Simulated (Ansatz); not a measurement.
GaN: from a starting cell to a relaxed one

The start is a relaxed GaN cell with every coordinate shifted by Gaussian noise of σ = 0.1 Å. The cell and all atomic positions are relaxed at zero pressure with PBEsol (plane waves to 420 eV, PAW, scalar-relativistic; Ansatz, a quantum-chemistry and plane-wave program). The first steps use a coarse 7×7×2 k-mesh.

Input geometry:
```
GaN
1.0
    3.18124     0.00000     0.00000
   -1.59062     2.75504     0.00000
    0.00000     0.00000    15.57333
Ga N
6 6
Direct
  0.04720   0.97261   0.00504
  0.97818   0.00189   0.49186
  0.67561   0.34902   0.82336
  0.28374   0.66231   0.32580
  0.70042   0.33176   0.15361
  0.33463   0.67536   0.67570
  0.00649   0.98539   0.87300
  0.00376   0.01233   0.37119
  0.70755   0.39365   0.69724
  0.34303   0.68947   0.21654
  0.67301   0.35995   0.03573
  0.29435   0.66407   0.54295
```

How much energy is released per atom?

0.27 eV/atom.

Does it find its way back to the structure it was made from?

The parent structure is recovered, P6₃mc (No. 186).

What band gap does the relaxed structure have at this level?

1.76 eV, direct at Γ (no spin-orbit coupling).

Final structure:

Space group P6₃mc (No. 186); a = 3.1812 Å, b = 3.1812 Å, c = 15.5733 Å, α = 90.00°, β = 90.00°, γ = 120.00°

| atom | site | symmetry | x | y | z |
|---|---|---|---|---|---|
| Ga | 2a | 3m. | 0.0000 | 0.0000 | 0.4968 |
| Ga | 2b | 3m. | 0.3333 | 0.6667 | 0.3303 |
| Ga | 2b | 3m. | 0.6667 | 0.3333 | 0.1636 |
| N | 2a | 3m. | 0.0000 | 0.0000 | 0.3717 |
| N | 2b | 3m. | 0.3333 | 0.6667 | 0.2051 |
| N | 2b | 3m. | 0.6667 | 0.3333 | 0.0384 |

Final values are on a 10×10×2 k-mesh of the relaxed cell. No spin polarisation in the result.

The first start was generated by placing the elements on the sites of a structure type. A measured structure of GaN has the same space group, P6₃mc (No. 186); the sites were not compared with it.
